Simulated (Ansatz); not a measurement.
C (diamond)

```
C
1.0
    0.00000     1.78014     1.78014
    1.78014     0.00000     1.78014
    1.78014     1.78014     0.00000
C
2
Direct
  0.00000   0.00000   0.00000
  0.25000   0.25000   0.25000
```

Scan: atom 2 (C, nearest neighbour C at 1.542 Å; its periodic images, 2.5 Å or more away, move with it) is displaced along Cartesian [111], direction (0.577, 0.577, 0.577) in Cartesian axes, by s. The other atoms stay.

All values below come from r2SCAN (plane waves to 500 eV, PAW, scalar-relativistic; Ansatz, a quantum-chemistry and plane-wave program). k mesh 13×13×13 (Γ-centred), Fermi-Dirac smearing 0.05 eV. E stands for the smeared free energy. As the smearing reaches across the gap at some points, energies and forces of such displacements shift with the k mesh and the smearing. C was relaxed with its symmetry unable to fall. ΔE is measured from the undisplaced structure.

Successive frames, forces in eV/Å:

```tsv
frame	ΔE (eV/cell)	F on C1	F on C2
s = 0.248 Å	0.808	(2.767, 2.767, 2.767)	(-2.767, -2.767, -2.767)
s = 0.186 Å	0.512	(2.652, 2.652, 2.652)	(-2.652, -2.652, -2.652)
s = 0.124 Å	0.252	(2.127, 2.127, 2.127)	(-2.127, -2.127, -2.127)
```

Task: What are the energy and the forces in the next frame, s = 0.062 Å?

Result: ΔE (eV/cell) = 0.069.

```
atom      Fx      Fy      Fz
----  ------  ------  ------
C1     1.228   1.228   1.228
C2    -1.228  -1.228  -1.228
```

(For displaced atoms, the force is minus the slope of the energy, and its curvature is a force constant, which sets phonon frequencies.)
